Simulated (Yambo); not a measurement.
A G0W0@PBEsol run in Yambo for Ca2Si (space group Fm-3m, No. 225) under isotropic strain of -0.7 % on all lattice vectors (4×4×4 Γ-centred k mesh, bands 3 to 164 and a 8 Ry block in the screening, 164 bands in G with the Bruneval-Gonze terminator, plasmon pole fitted at 27.2 eV) gives these matrix elements, in eV, at the band edges (X → X):

| state | E0 | <Vxc> | <Σx> | <Σc(E0)> | Z |
|---|---|---|---|---|---|
| valence edge | 0.000 | -10.037 | -11.622 | 0.729 | 0.751 |
| conduction edge | 0.434 | -8.293 | -4.828 | -3.442 | 0.773 |

Solve the linearised quasiparticle equation for both states, give the gap, and say how exchange and correlation each act on it.

E = E0 + Z(Σx + Σc − Vxc). Valence: 0.000 + 0.751 × (-11.622 + (0.729) − (-10.037)) = -0.64 eV. Conduction: 0.434 + 0.773 × (-4.828 + (-3.442) − (-8.293)) = 0.45 eV. The gap is 1.09 eV, against 0.43 eV in PBEsol. Replacing Vxc by bare exchange alone would open it by 5.05 eV; correlation takes back 4.17 eV of that, and Z scales what is left. Convergence of the G0W0 settings was not tested. Among the k points computed, the smallest G0W0 gap is 1.02 eV, L → X. 

Geometry strained from the cell relaxed with PBEsol, atoms relaxed again; primitive cell a = 4.9771 Å, b = 4.9771 Å, c = 4.9771 Å, α = 60.00°, β = 60.00°, γ = 60.00°.

The structure is a Materials Project entry; no match was found in the copy of COD used, and its stability was not checked.
